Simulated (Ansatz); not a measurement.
This guess for Bi4F is about to be relaxed.

```cif
data_structure
_symmetry_space_group_name_H-M 'P-43m'
_symmetry_Int_Tables_number 215
_cell_length_a 5.2923
_cell_length_b 5.2923
_cell_length_c 5.2923
_cell_angle_alpha 90.000
_cell_angle_beta 90.000
_cell_angle_gamma 90.000
_cell_volume 148.23
loop_
_atom_site_label
_atom_site_type_symbol
_atom_site_symmetry_multiplicity
_atom_site_Wyckoff_symbol
_atom_site_fract_x
_atom_site_fract_y
_atom_site_fract_z
_atom_site_occupancy
Bi1 Bi 4 e 0.25000 0.25000 0.25000 1
F1 F 1 a 0.00000 0.00000 0.00000 1
```

Level of theory: DFT PBE, scalar-relativistic, plane waves, PAW in Ansatz. Cutoff 420 eV, Gaussian smearing, Γ-centred meshes. Cell and atoms relax first on a coarse mesh and then on a finer one. In between, the cell is made exact in the group found at 0.06 Å. In metals the finer mesh still leaves noise of several meV/atom or more. The steps can't lower the symmetry of their start. No spin polarisation.

A guess keeps its type if space group and coordination stay and the shape of the cell changes little (axis ratios within about 15 %, angles within 6°); the volume may change.

**Question.** Does it keep its structure type, or change into something else?

**Answer.** It keeps its type. The symmetry stays P-43m (No. 215). The volume per atom grows by 1.1 %, from 29.6 to 30.0 Å³. The shortest distance goes from 2.29 Å (Bi–F) to 2.62 Å (Bi–F). Counting neighbours within 15 % of an atom's shortest distance, the start has Bi 1, F 4 and the end Bi 1, F 4.

The zero of energy is the elements' standard structures at the same level (F₂ as a molecule); no fitted shifts are applied.

**Question.** At what energy does it end?

**Answer.** −0.35 eV/atom. A negative formation energy is needed for stability but isn't enough: competing phases decide.

The last run used an 8×8×8 mesh for its 5-atom cell and Gaussian smearing of 0.10 eV. These runs have no spin–orbit coupling, which can matter for Bi. The cell is a metal run without spin; a magnetic state may lie lower. Symmetry constrained the relaxation, so the result can be a saddle point.
